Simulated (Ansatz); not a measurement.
**FeC$_{2}$S$_{2}$N$_{2}$, several self-consistent solutions**

```
CELL_PARAMETERS angstrom
10.63000 -3.74200 0.00000
5.31500 1.87100 0.00000
-1.60035 0.00000 5.95677
ATOMIC_POSITIONS crystal
Fe 0.00000 0.00000 0.00000
C 0.37931 0.75861 0.22200
C 0.12069 0.24139 0.77800
S 0.30515 0.61030 0.26680
S 0.19485 0.38970 0.73320
N 0.42982 0.85963 0.17658
N 0.07018 0.14037 0.82342
Fe 0.50000 0.00000 0.00000
C 0.87931 0.75861 0.22200
C 0.62069 0.24139 0.77800
S 0.80515 0.61030 0.26680
S 0.69485 0.38970 0.73320
N 0.92982 0.85963 0.17658
N 0.57018 0.14037 0.82342
```

Method: PBE with U_eff = 4.0 eV on Fe d (all-electron-ortho-atomic projectors) in Ansatz 0.2.0, PAW datasets, plane waves to 420 eV, 3×6×4 Γ-centred mesh, fermi-dirac occupations of width 0.050 eV. The atoms are fixed and numbered as listed; spin is collinear, without spin-orbit coupling.

The cycle has several fixed points for this cell. Moments (μB):

```csv
state,Fe1,Fe8,other atoms together,size of the net moment a cell
A,3.31,-3.31,0.00,0.00
B,3.32,3.32,0.22,8.00
C,0.00,0.00,0.00,0.00
```

Site moments are taken in small spheres that don't touch (radius about 0.4 of the atom's shortest bond), so those of the magnetic atoms read low, and they needn't add up to the net moment. State C was run without spin polarisation.

Problem. What is the order in energy at zero smearing?

Solution. State A (antiparallel, compensated) is lowest; B (parallel moments) lies 5.1 meV above it, C (without moments) lies 191 meV above it, all counted an atom of the cell.

Problem. What do states B and A say about the exchange?

Solution. Between B and A the moments keep their size (3.32 against 3.31 μB in the mean), so the difference mostly measures the exchange between the flipped sites: the antiparallel order gains 36 meV for each Fe atom. The nearest flipped pair stands 3.74 Å apart. Flipped pairs are linked through S; the widest Fe–S–Fe angle among the nearer links is 94°, at 3.74 Å between the metal atoms.

Problem. How much does the cell gain by forming moments?

Solution. 191 meV an atom of the cell, or 1335 meV for each Fe atom, against state C, which has none. A run without spin would miss this and give wrong energies and forces. That state isn't the paramagnet, which keeps its moments, so this is no ordering energy, and a U raises it further by its penalty on part-filled orbitals.

The cell is that of a Crystallography Open Database entry, unchanged but doubled along one cell vector so that moments can oppose.

Caveats: only orders that fit this cell and collinear spins were tried, so the true order may need a larger cell or canted moments; atoms and cell are not relaxed, and each state would relax in its own way; the U is a value in common use, not computed for this crystal; one start a pattern, so a lower state of the same pattern may exist; the atoms stand off equilibrium, with forces up to 1.0 eV/Å.
